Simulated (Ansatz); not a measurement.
# ReSb in the NiAs-type structure

Level of theory: DFT, PBE, scalar-relativistic, no spin polarisation; plane waves to 420 eV with PAW datasets (Ansatz 0.2.0), Γ-centred 10×10×6 mesh, 0.05 eV Gaussian smearing; PAW files: Ansatz's generated set soft_2.

```
Re Sb
1.0
     4.32313    0.00000    0.00000
    -2.16157    3.74394    0.00000
     0.00000    0.00000    5.11456
Re Sb
2 2
Cartesian
  0.0000 0.0000 0.0000
  0.0000 0.0000 2.5573
  0.0000 2.4960 1.2786
  2.1616 1.2480 3.8359
```

This is a trial structure made by placing the elements on a prototype's sites, so it needn't be the stable form.

The cell above was scaled in volume, and shape and atoms were relaxed at each volume within its symmetry. Energies are counted from the cell above.

| V (Å³/atom) | ΔE (meV/atom) | P from the stress (GPa) |
| --- | --- | --- |
| 19.557 | 34.55 | 10.29 |
| 19.868 | 17.69 | 7.15 |
| 20.282 | 4.22 | 3.36 |
| 20.696 | 0.00 | 0.00 |
| 21.109 | 3.96 | -2.96 |
| 21.523 | 15.00 | -5.46 |
| 22.144 | 42.70 | -8.81 |
| 22.765 | 82.60 | -11.69 |

**Question.** Do the energies and the pressures agree? Compare −ΔE/ΔV between neighbouring points (1 meV/Å³ = 0.1602 GPa) with the mean of their pressures.

**Answer.** 
```json
{"interval (Å³/atom)": "19.56 to 19.87", "−ΔE/ΔV (GPa)": "8.7", "mean P (GPa)": "8.7"}
{"interval (Å³/atom)": "19.87 to 20.28", "−ΔE/ΔV (GPa)": "5.2", "mean P (GPa)": "5.3"}
{"interval (Å³/atom)": "20.28 to 20.70", "−ΔE/ΔV (GPa)": "1.6", "mean P (GPa)": "1.7"}
{"interval (Å³/atom)": "20.70 to 21.11", "−ΔE/ΔV (GPa)": "-1.5", "mean P (GPa)": "-1.5"}
{"interval (Å³/atom)": "21.11 to 21.52", "−ΔE/ΔV (GPa)": "-4.3", "mean P (GPa)": "-4.2"}
{"interval (Å³/atom)": "21.52 to 22.14", "−ΔE/ΔV (GPa)": "-7.1", "mean P (GPa)": "-7.1"}
{"interval (Å³/atom)": "22.14 to 22.77", "−ΔE/ΔV (GPa)": "-10.3", "mean P (GPa)": "-10.3"}
```
They differ by 0.06 GPa at most.

**Question.** What do the two routes give for V0, B0 and B0′?

**Answer.** A third-order Birch–Murnaghan fit of the energies: V0 = 20.70 Å³/atom, B0 = 156 GPa, B0′ = 5.3. A polynomial of P in ln V, with B = −dP/d ln V at P = 0: V0 = 20.70 Å³/atom, B0 = 156 GPa, B0′ = 5.4.

B0·V0 = 156.3 GPa × 20.70 Å³ = 20.20 eV/atom sets the scale: near the minimum ΔE ≈ ½ B0 V0 x², with x = V/V0 − 1, and a pressure of 1.6 GPa squeezes the volume by about 1 %. At the ends of the curve: x = −5.5 % predicts 30.6 meV/atom and the run gives 34.5; x = +10.0 % predicts 100.9 meV/atom and the run gives 82.6. The lopsidedness is anharmonic: atoms resist being pushed together more than being pulled apart.

Scalar-relativistic only: spin–orbit splittings of the heavy atoms' levels are missing. The run is a metal.
